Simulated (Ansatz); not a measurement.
A generated cell, not matched to a known phase here, of LiSe: F-43m (No. 216), cF8, zinc blende type; a = 5.662 Å, b = 5.662 Å, c = 5.662 Å, α = 90.00°, β = 90.00°, γ = 90.00°; Se 4c (0.250, 0.250, 0.250); Li 4a (0.000, 0.000, 0.000). Computed with PBEsol (plane waves to 420 eV, PAW, scalar-relativistic; Ansatz, a program for electronic structure). Element references, the lowest calculated here: Li (Fm-3m, not the ambient form), Se (P3₁21).

Estimate the formation energy of this F-43m form of LiSe from the elements that PBEsol returns for this input.

-0.32 eV/atom.

How does this cell stand against the other phases calculated?

It lies 0.62 eV/atom above their hull: LiSe → 0.5 Li2Se + 0.5 Se (Li2Se Fm-3m, Se P3₁21) releases that much. A lower structure of this composition may exist.

This is the hull of the energies calculated here, no anion corrections; phases that were not calculated are missing from it. Values are rounded to 0.01 eV/atom. Not shown to be the ambient phase of their composition (a lower form may be missing, and a cell relaxed within its start's symmetry can be a saddle point): LiSe (F-43m). The compounds carry no spin polarisation.
